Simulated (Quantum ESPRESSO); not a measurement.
# NGaSi3Ge3: a curve over one atom's position

A calculation, not a measurement. The program is pw.x of Quantum ESPRESSO 7.5 (plane-wave density functional theory). The cell is made up: 8 atoms on a zincblende/diamond lattice, with randomly drawn elements, strain and displacements, not relaxed. PseudoDojo standard norm-conserving files (v0.5 for PBE, v0.4.1 for LDA and PBEsol) set the functional; there is no spin polarisation, spin-orbit coupling or dispersion term, and the masses in the input are unused placeholders.

Seven runs move atom 3 (Si, counted in the order of the input) along z and keep all else fixed.

Input of the run at +0.0352:

```
&control calculation='scf', pseudo_dir='./dojo.nc.sr.pbe.v0_5.standard.upf', outdir='./o', disk_io='low', tprnfor=.true., tstress=.true. /
&system ibrav=0, nat=8, ntyp=4, nbnd=46, ecutwfc=84.00895049, nosym=.true., tot_charge=0,
 occupations='smearing', smearing='fd', degauss=0.0073498644
/
&electrons conv_thr=7.350e-09, electron_maxstep=60, /
ATOMIC_SPECIES
Ga 1.0 Ga.upf
Ge 1.0 Ge.upf
N 1.0 N.upf
Si 1.0 Si.upf
CELL_PARAMETERS angstrom
5.5437 0.0 0.0
0.0 5.5437 0.0
0.0 0.0 5.5437
ATOMIC_POSITIONS angstrom
N 0.0233 0.1557 -0.0433
Ga -0.1208 2.7144 2.7916
Si 2.7031 0.0286 2.8618
Ge 2.8837 2.8097 0.0296
Ge 1.3784 1.5338 1.4367
Si 1.3471 4.2345 3.9689
Si 4.0901 1.446 4.1533
Ge 4.1185 4.176 1.4734
K_POINTS automatic
6 6 6 1 1 1
```

```
shift of atom 3 along z (Å)  free energy less that of the input shown (eV)  Fx on atom 3 (eV/Å)  Fy on atom 3 (eV/Å)  Fz on atom 3 (eV/Å)  pressure (GPa)  iterations
                    -0.1032                                        -0.0353                0.471                0.869                0.487           -1.59          11
                    -0.0884                                        -0.0414                0.507                0.894                0.328           -1.59          11
                    -0.0526                                        -0.0462                0.597                0.957               -0.057           -1.57          11
                    -0.0423                                        -0.0451                0.623                0.975               -0.167           -1.56          11
                    +0.0352                                         0.0000                0.823                1.116               -0.993           -1.43          11
                    +0.0550                                         0.0217                0.874                1.153               -1.201           -1.38          11
                    +0.1162                                         0.1145                1.035                1.269               -1.826           -1.18          11
```

A cubic fit gives dFz/dz = -10.66 eV/Å² at zero shift. Across the table the free energy follows the integral of the force to within 0.1 meV. A rerun of one of the cells at 1437 eV and a 8 x 8 x 8 mesh moved values by no more than 0.004 eV in energy, 0.04 GPa in stress and 0.020 eV/Å in force.